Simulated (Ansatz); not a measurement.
## Response of TiZn3 to small distortions

```xyz
4
Lattice="3.9322 0.0000 0.0000 0.0000 3.9322 0.0000 0.0000 0.0000 3.9322" Properties=species:S:1:pos:R:3 pbc="T T T"
Ti    0.0000    0.0000    0.0000
Zn    0.0000    1.9661    1.9661
Zn    1.9661    0.0000    1.9661
Zn    1.9661    1.9661    0.0000
```

Atoms are numbered in the order listed.

The cell comes from COD entry 1527931, which wasn't checked; take it as a given geometry.

The calculation used DFT, LDA, all-electron LAPW, scalar-relativistic (Ansatz 0.2.0).

The runs use a Γ-centred 9×9×9 k mesh, Fermi–Dirac smearing of 0.05 eV, basis error target 1 meV/atom, no spin polarisation.

The unchanged cell is at -9.90 GPa.

In a metal, stresses and small energies carry noise from the k mesh.

x, y and z are the Cartesian axes of the cell as listed; fractional coordinates follow a strain, and an engineering shear is twice the off-diagonal strain component.

(1) With this change (equal xy, yz and zx engineering shear strains of -2 %), what becomes of the energy and stress?

With equal xy, yz and zx engineering shear strains of -1 %: energy change under 1 meV/atom; stress change (xx, yy, zz, yz, xz, xy) 0.03, 0.03, 0.03, 0.64, 0.64, 0.64 GPa, compression positive.

(2) With this change (equal xy, yz and zx engineering shear strains of +1 %), what becomes of the energy and stress?

(3) With this change (equal xy, yz and zx engineering shear strains of +2 %), what becomes of the energy and stress?

## Answers

(1) Energy change +3 meV/atom; stress change (xx, yy, zz, yz, xz, xy) 0.12, 0.12, 0.12, 1.27, 1.27, 1.27 GPa, compression positive.

(2) Energy change under 1 meV/atom; stress change (xx, yy, zz, yz, xz, xy) 0.03, 0.03, 0.03, -0.65, -0.65, -0.65 GPa, compression positive.

(3) Energy change +3 meV/atom; stress change (xx, yy, zz, yz, xz, xy) 0.13, 0.13, 0.13, -1.30, -1.30, -1.30 GPa, compression positive.
